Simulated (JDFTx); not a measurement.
Rh(100) slab cut from bulk Rh (space group Fm-3m, indices of the conventional cell, lattice of the Materials Project entry mp-74, not re-optimised): 4 atoms in 4 planes, a 1x1 cell of 7.24 Å² (|a| = 2.691, |b| = 2.691 Å), 5.7 Å between the outermost planes, cell height 21.7 Å, 8×8×1 k mesh, Fermi smearing 0.01 Ha, no spin polarisation.

Profiles through the double layer of this slab, charged, in SCCS (g09 parameters), water, 1 M KF; PBE, GBRV ultrasoft potentials, plane waves to 20/100 Ha, JDFTx (a modified build). z is the height above the outermost atoms, φ the plane-averaged electrostatic potential energy of an electron (zero in the bulk liquid), ρ_b the bound charge of solvent and ions, s the cavity shape function (0 in the solid, 1 in the liquid).

| z (Å) | n (e/Å³) | s | φ (eV) | ρ_b (10⁻³ e/Å³) |
|---|---|---|---|---|
| 1.00 | 0.1709 | 0.00 | -2.674 | 0.00 |
| 1.45 | 0.0475 | 0.00 | -0.761 | 0.00 |
| 1.90 | 0.0148 | 0.00 | -0.064 | 0.25 |
| 2.35 | 0.0048 | 0.01 | 0.029 | 2.39 |
| 2.81 | 0.0016 | 0.48 | 0.017 | 1.98 |
| 3.26 | 0.0005 | 1.00 | 0.015 | 0.61 |
| 3.71 | 0.0002 | 1.00 | 0.013 | 0.20 |
| 4.16 | 0.0001 | 1.00 | 0.011 | 0.07 |
| 4.62 | 0.0000 | 1.00 | 0.010 | 0.03 |
| 5.07 | 0.0000 | 1.00 | 0.008 | 0.01 |
| 5.52 | 0.0000 | 1.00 | 0.007 | 0.01 |
| 5.97 | 0.0000 | 1.00 | 0.006 | 0.00 |
| 6.42 | 0.0000 | 1.00 | 0.005 | 0.00 |
| 6.88 | 0.0000 | 1.00 | 0.005 | 0.00 |
| 7.33 | 0.0000 | 1.00 | 0.004 | 0.00 |
| 7.78 | 0.0000 | 1.00 | 0.003 | 0.00 |

Question: Is the electrode positively or negatively charged, and roughly by how much?

Answer: Negatively: σ = -4.0 μC/cm² per face. The liquid's bound charge is of the opposite sign overall, and far from the surface φ decays with the screening length (3.0 Å).
